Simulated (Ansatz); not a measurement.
The calculation used DFT PBE, scalar-relativistic, plane waves, PAW, and for the lanthanide a 4f-in-core norm-conserving potential (Ansatz). Settings: cutoff 770 eV, Γ-centred meshes spaced at most about 0.3 Å⁻¹, and about 0.25 Å⁻¹ or finer for metals (2π included), Gaussian smearing. No spin polarisation in the final relaxations.

These are static total energies at zero pressure. All come from trial cells, and lower structures may exist.

Problem. Order these relaxed structures of Rb₄ErP by energy, lowest first, with the energy over the lowest of them.
A.

```
CELL_PARAMETERS angstrom
0.00000 5.25667 5.25667
5.25667 0.00000 5.25667
5.25667 5.25667 0.00000
ATOMIC_POSITIONS crystal
Rb 0.61543 0.12819 0.12819
Rb 0.12819 0.61543 0.12819
Rb 0.12819 0.12819 0.61543
Rb 0.12819 0.12819 0.12819
Er 0.75000 0.75000 0.75000
P 0.50000 0.50000 0.50000
```

B.

```
CELL_PARAMETERS angstrom
9.60755 0.00000 0.00000
0.00000 9.60755 0.00000
0.00000 0.00000 5.24509
ATOMIC_POSITIONS crystal
Rb 0.75072 0.75072 0.50000
Rb 0.24928 0.24928 0.50000
Rb 0.24928 0.75072 0.50000
Rb 0.75072 0.24928 0.50000
Er 0.50000 0.50000 0.00000
P 0.50000 0.50000 0.50000
```

C.

```
CELL_PARAMETERS angstrom
-3.43345 3.43345 7.81161
3.43345 -3.43345 7.81161
3.43345 3.43345 -7.81161
ATOMIC_POSITIONS crystal
Rb 0.75000 0.25000 0.50000
Rb 0.25000 0.75000 0.50000
Rb 0.50000 0.00000 0.50000
Rb 0.00000 0.50000 0.50000
Er 0.00000 0.00000 0.00000
P 0.50000 0.50000 0.00000
```

Solution. B (0 meV/atom), A (825 meV/atom), C (845 meV/atom). Forms: B P4/mmm; A F-43m; C I4/mmm. Counting Er or Rb atoms around P (for each partner element, those within 1.25 times its shortest distance or 1.15 times the sum of covalent radii, where it is the nearest in units of that sum or under 1.3; a plus sign parts groups by distance over the sum of covalent radii; the shortest distance is added where it exceeds 1.18 times the sum of covalent radii): B has P 2+4; A has P 12 from 4.3 Å; C has P 4.

Cells relaxed within their symmetry can be saddle points. Some candidate types were left out of the draw beforehand, so a known form may be missing.

The lanthanide is trivalent by construction, without f bands, f moments or other valences.
